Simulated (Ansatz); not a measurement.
Relaxed candidate structures of CdIn2O4:

A. Imm2 (No. 44), oI14; a = 3.250 Å, b = 9.771 Å, c = 5.710 Å, α = β = γ = 90.00°; In 4d (0.000, 0.156, 0.213); Cd 2b (0.000, 0.500, 0.205); O 4d (0.000, 0.226, 0.571); O 2a (0.000, 0.000, 0.951); O 2b (0.500, 0.000, 0.334)

B. Fd-3m, origin choice 1 (No. 227), cF56, spinel type; a = b = c = 9.201 Å, α = β = γ = 90.00°; In 16d (0.625, 0.625, 0.625); Cd 8a (0.000, 0.000, 0.000); O 32e (0.388, 0.388, 0.388)

C. I4/mmm (No. 139), tI14, AFLOW prototype AB2C4_tI14_139_a_e_ce (as in La2CuO4); a = 4.158 Å, b = 4.158 Å, c = 11.405 Å, α = 90.00°, β = 90.00°, γ = 90.00°; Cd 2a (0.000, 0.000, 0.000); In 4e (0.000, 0.000, 0.366); O 4c (0.000, 0.500, 0.000); O 4e (0.000, 0.000, 0.195)

D. I-4 (No. 82), tI14, AFLOW prototype A2BC4_tI14_82_bc_a_g (E3, as in Al2CdS4); a = 5.063 Å, b = 5.063 Å, c = 9.764 Å, α = 90.00°, β = 90.00°, γ = 90.00°; In 2b (0.000, 0.000, 0.500); In 2d (0.500, 0.000, 0.250); Cd 2a (0.000, 0.000, 0.000); O 8g (0.269, 0.209, 0.385)

Rank these by energy per atom (lowest first), as r2SCAN (plane waves to 500 eV, PAW, scalar-relativistic; Ansatz, a first-principles code) gives it.

B (reference, the lowest among the structures calculated here), A (+0.097 eV/atom), D (+0.297 eV/atom), C (+0.82 eV/atom)

Give each candidate's band gap.

No gap: C. A: 0.96 eV (no spin-orbit coupling); B: 1.57 eV (no spin-orbit coupling); D: 1.31 eV (no spin-orbit coupling).

Probably no minimum, since a slightly shaken restart fell lower: I-4, tI14, AFLOW prototype A2BC4_tI14_82_bc_a_g (E3, as in Al2CdS4) (by 0.20 eV/atom, to Imm2). 1 run with a doubtful electronic state, a coarser numerical grid, an end not at rest or a source that can't be used is left out. Each run could gain symmetry but not lose that of its start, so entries can be saddle points. From databases, or of a type measured for this composition: Fd-3m, cF56, spinel type; the others are generated cells (placed on structure types, drawn at random, substituted or restacked) that were not matched to a known phase here. Energies are at zero temperature and pressure, without zero-point motion. No spin polarisation in the result. Gaps of cells over 8 atoms come from the SCF mesh and high-symmetry points alone.
